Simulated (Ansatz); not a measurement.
CdAu₃ (Cu3Au type, Pm-3m), PBEsol in the plane-wave PAW code Ansatz, all energies at zero smearing, with the estimated change up to a 700 eV cutoff added, with one set of potentials and settings (totals compare only within such a set). Cell of 4 atoms (3 Au, 1 Cd): -47205.920 eV.

| element | reference phase | E (eV/atom) |
|---|---|---|
| Au | Fm-3m, 1 atoms in the cell | -13007.0999 |
| Cd | P6_3/mmc, 2 atoms in the cell | -8184.0667 |

Formation energy per atom, worked out: (-47205.920 − 3×(-13007.0999) − 1×(-8184.0667))/4 = -0.138 eV/atom (-13 kJ per mol of atoms), at 0 K, without zero-point energy or fitted corrections.

The workflow started from an entry of the Crystallography Open Database (COD); the relaxed space group is not among those it files for this formula. COD files the formula under space group No. 123. Whether it is the stable phase at ambient conditions was not checked. Symmetry was held in the PBEsol relaxation; its stability against distortions is not shown here. The references are the lowest solids computed at this level, not always the standard phases. Scalar-relativistic: spin–orbit coupling is off unless named, which matters more the heavier the elements.

Potentials: the later of the program's two PAW sets.
